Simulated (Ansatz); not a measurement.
Values for one crystal, relaxed and computed with DFT-r²SCAN in the program Ansatz with PAW potentials; other levels are named.

- Volume per atom = 25.05 Å³
- Band gap = 1.13 eV (indirect)
- Pressure derivative B′ = 5.1
- Hole effective mass = 0.39, 0.39, 0.64 mₑ (principal values)
- Bulk modulus (Birch–Murnaghan fit) = 46.3 GPa
- Smallest direct gap on the standard path = 1.57 eV
- Conduction-band minimum = at Γ

Task: Which of these materials gives this?
A. CuI, P6_422 (Cu on 3c, I on 3d)
B. AlGaAs2, R3m (Al on 3a, Ga on 3a, As on 3a, As on 3a)
C. Cu2SiTe3, Cc (Pearson symbol mS24)
D. CrN, R-3m (Cr on 3a, N on 3b)

Result: A, CuI, P6_422 (Cu on 3c, I on 3d)

The start of the workflow was typed in or built on a structure type; neither database checked (COD, Materials Project) lists it. It is not the phase usual at ambient conditions (space group No. 216). The r²SCAN relaxation kept the symmetry of its start; its stability against distortions is not shown here. The workflow began spin-polarised and lost its moments. Point labels and valley counts follow the cell and symmetry of the run, lower than the named group. Spin–orbit coupling is left out wherever it is not named.

Potentials: the earlier of the program's two PAW sets.
